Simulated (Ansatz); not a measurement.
ZrVSi in space group P4/nmm (No. 129; V on 2a, Zr on 2c, Si on 2c) under volume change, the program Ansatz at the r²SCAN level (PAW), shape and atoms relaxed at each volume.

```
V (Å³/atom)  E − E(relaxed) (meV/atom)  P (GPa)
-----------  -------------------------  -------
14.843                            78.1    18.38
15.332                            33.0    11.34
15.821                               …        …
16.311                             0.0     0.00
16.800                               …        …
17.289                            27.0    -8.42
17.778                            57.9   -11.75
```

**Question.** Some entries are withheld; supply them.

**Answer.** 
- 15.821, E − E(relaxed) (meV/atom): 7.8
- 15.821, P (GPa): 5.26
- 16.800, E − E(relaxed) (meV/atom): 7.1
- 16.800, P (GPa): -4.53

**Question.** What does a third-order Birch–Murnaghan fit give for V₀, B₀ and B′?

**Answer.** V₀ = 16.31 Å³/atom, B₀ = 162 GPa, B′ = 3.9.

The workflow started from an entry of the Crystallography Open Database (COD). Its standing as an ambient phase is unchecked. The r²SCAN relaxation kept the symmetry of its start; whether a distortion lowers the energy is not shown. The workflow began spin-polarised and lost its moments.

Potentials: the later of the program's two PAW sets.
